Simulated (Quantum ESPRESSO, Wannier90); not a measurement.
Tight-binding from DFT: MgTe (wurtzite)

Materials Project entry mp-1039; symmetrised, unrelaxed at this level. COD (Crystallography Open Database) has an entry of this formula and space group (matched by these alone). Computed values, not measurements, from PBEsol: Quantum ESPRESSO (norm-conserving PseudoDojo potentials, cutoff 68 Ry, spinors with spin-orbit coupling) on a Γ-centred 4×4×4 mesh, then Wannier90. Density: 12×12×4 mesh, cold smearing 0.01 Ry.

On the energy scale of pw.x, whose zero is arbitrary, the valence-band maximum lies at 4.59 eV.

Input w.win:

```
num_bands = 16
num_wann = 16
exclude_bands = 1-36,53-88
spinors = true
num_iter = 1000
conv_tol = 1.0e-6
conv_window = 4
num_cg_steps = 20
write_hr = true
write_u_matrices = true
auto_projections = true
begin unit_cell_cart
ang
    4.5902000829    0.0000000000    0.0000000000
   -2.2951000415    3.9752298803    0.0000000000
    0.0000000000    0.0000000000    7.4378100000
end unit_cell_cart
begin atoms_frac
Mg   0.3333333333 -0.3333333333 -0.0040100000
Mg  -0.3333333333  0.3333333333  0.4959900000
Te   0.3333333333 -0.3333333333  0.3740100000
Te  -0.3333333333  0.3333333333 -0.1259900000
end atoms_frac
mp_grid = 4 4 4
begin kpoints
0.0000000000 0.0000000000 0.0000000000
0.0000000000 0.0000000000 0.2500000000
0.0000000000 0.0000000000 0.5000000000
... (61 more lines: the 4x4x4 mesh through Gamma)
end kpoints
```

Input of pw2wannier90.x that gives the overlap and projection files (equivalent; here they were cut from one run over all bands):

```
&inputpp
  outdir = './out'
  prefix = 'pwscf'
  seedname = 'w'
  write_amn = .true.
  write_mmn = .true.
  scdm_proj = .true.
  scdm_entanglement = 'isolated'
/
```

Output w.wout (banner and timings cut):

```
                                    ------
                                    SYSTEM
                                    ------

                              Lattice Vectors (Ang)
                    a_1     4.590200   0.000000   0.000000
                    a_2    -2.295100   3.975230   0.000000
                    a_3     0.000000   0.000000   7.437810

                   Unit Cell Volume:     135.71847  (Ang^3)

                        Reciprocal-Space Vectors (Ang^-1)
                    b_1     1.368826   0.790292  -0.000000
                    b_2     0.000000   1.580584   0.000000
                    b_3     0.000000  -0.000000   0.844763

 *----------------------------------------------------------------------------*
 |   Site       Fractional Coordinate          Cartesian Coordinate (Ang)     |
 +----------------------------------------------------------------------------+
 | mg   1   0.33333  -0.33333  -0.00401   |    2.29510  -1.32508  -0.02983    |
 | mg   2  -0.33333   0.33333   0.49599   |   -2.29510   1.32508   3.68908    |
 | te   1   0.33333  -0.33333   0.37401   |    2.29510  -1.32508   2.78182    |
 | te   2  -0.33333   0.33333  -0.12599   |   -2.29510   1.32508  -0.93709    |
 *----------------------------------------------------------------------------*
                                ------------
                                K-POINT GRID
                                ------------

             Grid size =  4 x  4 x  4      Total points =   64

 *---------------------------------- MAIN ------------------------------------*
 |  Number of Wannier Functions               :                16             |
 |  Number of Objective Wannier Functions     :                16             |
 |  Number of input Bloch states              :                16             |
 |  Output verbosity (1=low, 5=high)          :                 1             |
 |  Timing Level (1=low, 5=high)              :                 1             |
 |  Optimisation (0=memory, 3=speed)          :                 3             |
 |  Length Unit                               :               Ang             |
 |  Post-processing setup (write *.nnkp)      :                 F             |
 |  Using Gamma-only branch of algorithms     :                 F             |
 *----------------------------------------------------------------------------*
 *------------------------------- WANNIERISE ---------------------------------*
 |  Total number of iterations                :              1000             |
 |  Number of CG steps before reset           :                20             |
 |  Trial step length for line search         :             2.000             |
 |  Convergence tolerence                     :         0.100E-05             |
 |  Convergence window                        :                 4             |
 |  Iterations between writing output         :                 1             |
 |  Iterations between backing up to disk     :               100             |
 |  Write r^2_nm to file                      :                 F             |
 |  Write xyz WF centres to file              :                 F             |
 |  Write on-site energies <0n|H|0n> to file  :                 F             |
 |  Use guiding centre to control phases      :                 F             |
 |  Use phases for initial projections        :                 F             |
 *----------------------------------------------------------------------------*
 *-------------------------------- PLOTTING ----------------------------------*
 |  Plotting Hamiltonian in WF basis          :                 T             |
 *----------------------------------------------------------------------------*

       ... (k-mesh section left out)

 Starting a new Wannier90 calculation ...

 Reading overlaps from w.mmn

 Reading projections from w.amn

 *------------------------------- WANNIERISE ---------------------------------*
 +--------------------------------------------------------------------+<-- CONV
 | Iter  Delta Spread     RMS Gradient      Spread (Ang^2)            |<-- CONV
 +--------------------------------------------------------------------+<-- CONV

 ------------------------------------------------------------------------------
 Initial State
  WF centre and spread    1  (  1.639606, -1.678912,  3.081794 )     8.58828537
  WF centre and spread    2  (  2.370117, -0.772883,  2.860813 )     6.25048663
  WF centre and spread    3  (  2.870919, -1.650497,  3.013357 )     6.60454019
  WF centre and spread    4  ( -1.505789,  1.741536, -0.569752 )    13.23709440
  WF centre and spread    5  ( -2.929770,  1.638831, -0.619072 )     7.00369321
  WF centre and spread    6  ( -2.407017,  0.516849, -0.575693 )     6.47477398
  WF centre and spread    7  ( -2.311173,  1.343320, -1.544033 )     5.02686660
  WF centre and spread    8  (  2.289165, -1.327586,  2.082698 )     6.24790343
  WF centre and spread    9  (  2.622640, -1.535929,  1.949723 )    10.41699329
  WF centre and spread   10  ( -2.338678,  1.378777, -1.448478 )     8.53335324
  WF centre and spread   11  ( -2.244689, -1.048237,  2.812326 )     8.63185281
  WF centre and spread   12  (  1.718964, -1.031191, -0.480369 )    16.11069326
  WF centre and spread   13  (  2.295434, -1.678975,  3.048139 )    10.06446413
  WF centre and spread   14  ( -2.208781,  1.660625, -0.632825 )    11.82842649
  WF centre and spread   15  ( -2.003998,  1.133628, -0.522682 )    12.68656297
  WF centre and spread   16  (  2.036742, -1.133900,  2.886120 )    14.57135617
  Sum of centres and spreads ( -0.106308, -2.444544, 15.342066 )   152.27734617

      0     0.152E+03     0.0000000000      152.2773461652  <-- CONV
        O_D=     12.5238464 O_OD=    111.6503249 O_TOT=    152.2773462 <-- SPRD
 ------------------------------------------------------------------------------
      1    -0.118E+02    10.5643023312      140.4455381605  <-- CONV
        O_D=      8.3398202 O_OD=    104.0025431 O_TOT=    140.4455382 <-- SPRD
      2    -0.224E+02     7.7214381651      118.0924397455  <-- CONV
        O_D=      7.3713250 O_OD=     82.6179398 O_TOT=    118.0924397 <-- SPRD
      3    -0.203E+01     9.2348186996      116.0583785202  <-- CONV
        O_D=      6.8288066 O_OD=     81.1263970 O_TOT=    116.0583785 <-- SPRD
      4    -0.818E+01     8.5598197625      107.8745375591  <-- CONV
        O_D=      5.6592584 O_OD=     74.1121043 O_TOT=    107.8745376 <-- SPRD
      5    -0.899E+01     7.7051160059       98.8834073301  <-- CONV
        O_D=      5.0502868 O_OD=     65.7299457 O_TOT=     98.8834073 <-- SPRD
       ... (lines left out)
    100    -0.538E-04     0.0108408551       32.2044262631  <-- CONV
        O_D=      0.0075272 O_OD=      4.0937242 O_TOT=     32.2044263 <-- SPRD
       ... (lines left out)
    112    -0.504E-06     0.0010276237       32.2043010996  <-- CONV
        O_D=      0.0075252 O_OD=      4.0936011 O_TOT=     32.2043011 <-- SPRD
    113    -0.547E-06     0.0010107782       32.2043005528  <-- CONV
        O_D=      0.0075253 O_OD=      4.0936004 O_TOT=     32.2043006 <-- SPRD
    114    -0.450E-06     0.0010505904       32.2043001023  <-- CONV
        O_D=      0.0075253 O_OD=      4.0935999 O_TOT=     32.2043001 <-- SPRD
             <<<     Delta < 1.000E-06  over  4 iterations     >>>
             <<< Wannierisation convergence criteria satisfied >>>
 Final State
  WF centre and spread    1  (  1.663385, -1.689793,  3.035420 )     1.98510207
  WF centre and spread    2  (  2.295079, -0.595643,  3.035426 )     1.98509736
  WF centre and spread    3  (  2.926774, -1.689769,  3.035536 )     1.98512854
  WF centre and spread    4  ( -1.663352,  1.689762, -0.683486 )     1.98509998
  WF centre and spread    5  ( -2.926763,  1.689850, -0.683448 )     1.98509609
  WF centre and spread    6  ( -2.295148,  0.595672, -0.683391 )     1.98507282
  WF centre and spread    7  ( -2.295118,  1.325026, -1.703375 )     2.09578373
  WF centre and spread    8  (  2.295181, -1.325106,  2.015536 )     2.09577267
  WF centre and spread    9  (  2.926816, -1.689655,  3.035617 )     1.98510471
  WF centre and spread   10  ( -2.295196,  1.325093, -1.703354 )     2.09584536
  WF centre and spread   11  ( -2.295003, -1.325175,  2.015538 )     2.09578374
  WF centre and spread   12  (  0.631769, -2.285539, -0.683531 )     1.98517005
  WF centre and spread   13  (  1.663413, -1.689830,  3.035430 )     1.98511982
  WF centre and spread   14  ( -2.926737,  1.689884, -0.683326 )     1.98499727
  WF centre and spread   15  ( -2.295135,  0.595642, -0.683458 )     1.98506768
  WF centre and spread   16  (  2.294935, -0.595626,  3.035388 )     1.98505821
  Sum of centres and spreads ( -2.295102, -3.975207, 14.736522 )    32.20430010

         Spreads (Ang^2)       Omega I      =    28.103174855
        ================       Omega D      =     0.007525326
                               Omega OD     =     4.093599922
    Final Spread (Ang^2)       Omega Total  =    32.204300102
```
